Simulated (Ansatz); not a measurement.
Sc (hcp, Mg type)

```yaml
crystal:
  lattice:
    - [3.27714, 0.00000, 0.00000]
    - [-1.63857, 2.83808, 0.00000]
    - [0.00000, 0.00000, 5.08539]
  atoms:
    - { symbol: Sc, position: [0.33333, 0.66667, 0.75000] }
    - { symbol: Sc, position: [0.66667, 0.33333, 0.25000] }
```

The slice is a (0001) plane (indices of the conventional cell) through the point (0.667, 0.333, 0.250) (fractional), spanned by u = [110] and v = [1 -1 0] in vectors of this cell: u (3.28 Å) and v (5.68 Å, at 90° to u). It covers one period; positions are fractions (u, v).

The numbers are results of PBEsol (plane waves to 420 eV, PAW, scalar-relativistic; Ansatz, an electronic-structure program), not measurements. k mesh 16×16×9. Inside the PAW spheres the values are not all-electron values, and peaks at nuclei hang on which shells count as valence. Sc is run without spin polarisation. Sc was relaxed with its symmetry unable to fall.

Problem. What is the ELF at the midpoint of the shortest Sc–Sc line in this plane (3.28 Å)?

Solution. 0.28.

Problem. What is the valence density on the shortest Sc–Sc line in this plane (3.28 Å), at its midpoint?

Solution. 0.12 e/Å³.

Problem. Predict the map of the electron localisation function (ELF) on the slice.

Solution. 
| v \ u | 0.00 | 0.12 | 0.25 | 0.38 | 0.50 | 0.62 | 0.75 | 0.88 |
|---|---|---|---|---|---|---|---|---|
| 0.86 | 0.55 | 0.35 | 0.08 | 0.18 | 0.37 | 0.18 | 0.08 | 0.35 |
| 0.71 | 0.63 | 0.53 | 0.24 | 0.09 | 0.07 | 0.09 | 0.24 | 0.53 |
| 0.57 | 0.50 | 0.17 | 0.34 | 0.74 | x | 0.74 | 0.34 | 0.17 |
| 0.43 | 0.27 | 0.09 | 0.34 | 0.75 | x | 0.75 | 0.34 | 0.09 |
| 0.29 | 0.29 | 0.27 | 0.19 | 0.14 | 0.13 | 0.14 | 0.19 | 0.27 |
| 0.14 | 0.57 | 0.35 | 0.11 | 0.42 | 0.73 | 0.42 | 0.11 | 0.35 |
| 0.00 | x | x | 0.55 | 0.09 | 0.28 | 0.09 | 0.55 | x |

Values: electron localisation function (ELF). Points within 0.5 Å of a nucleus are blanked (x), as the pseudised field means little there.
